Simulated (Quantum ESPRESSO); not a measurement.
Band energies of InBi

```
CELL_PARAMETERS angstrom
      0.00000     3.32146     3.32146
      3.32146     0.00000     3.32146
      3.32146     3.32146     0.00000
ATOMIC_POSITIONS crystal
  In 0.00000 0.00000 0.00000
  Bi 0.75000 0.75000 0.75000
```

LDA (Quantum ESPRESSO, PseudoDojo norm-conserving, 70 Ry, no spin-orbit coupling); path ΓXWKΓLUWLK,UX; energies in eV from the Fermi level.

```csv
k (1/Å),point,band 10,band 11,band 12,band 13,band 14,band 15,band 16,band 17
0.00,Γ,-14.47,-11.76,-1.69,0.17,0.17,0.17,2.99,2.99
0.42,,-14.47,-11.29,-3.86,-1.08,-1.08,1.66,2.04,4.93
0.95,X,-14.47,-10.37,-5.83,-2.09,-2.09,1.15,1.34,7.88
1.42,W,-14.48,-10.36,-5.73,-2.68,-2.52,3.44,3.59,4.08
1.75,K,-14.47,-10.40,-5.72,-2.92,-1.74,1.46,3.59,5.81
2.05,,-14.47,-10.73,-5.23,-2.68,-0.99,1.67,4.47,4.59
2.56,,-14.47,-11.65,-2.54,-0.32,0.08,0.62,2.97,3.12
2.76,Γ,-14.47,-11.76,-1.69,0.17,0.17,0.17,2.99,2.99
2.96,,-14.47,-11.64,-2.59,-0.04,-0.04,0.43,3.23,3.28
3.47,,-14.47,-10.80,-5.49,-0.82,-0.82,-0.04,3.89,3.89
3.58,L,-14.47,-10.75,-5.60,-0.85,-0.85,-0.06,3.89,3.89
3.92,,-14.47,-10.56,-5.59,-2.64,-1.35,1.56,3.90,5.12
4.15,U,-14.47,-10.40,-5.72,-2.92,-1.74,1.46,3.59,5.81
4.49,W,-14.48,-10.36,-5.73,-2.68,-2.52,3.44,3.59,4.08
4.97,,-14.47,-10.68,-5.58,-1.87,-1.06,1.04,3.56,4.33
5.16,L,-14.47,-10.75,-5.60,-0.85,-0.85,-0.06,3.89,3.89
5.32,,-14.47,-10.70,-5.59,-1.72,-0.99,0.85,3.64,4.21
5.74,K,-14.47,-10.40,-5.72,-2.92,-1.74,1.46,3.59,5.81
5.74,U,-14.47,-10.40,-5.72,-2.92,-1.74,1.46,3.59,5.81
6.07,X,-14.47,-10.37,-5.83,-2.09,-2.09,1.15,1.34,7.88
```

A metal at this level: along this path bands 13, 14, 15 cross the Fermi level.

Spin-orbit coupling is left out; for elements this heavy it splits bands near the Fermi level.

Geometry relaxed with LDA.

The structure is a Materials Project entry; no match was found in the copy of COD used, and its stability was not checked.
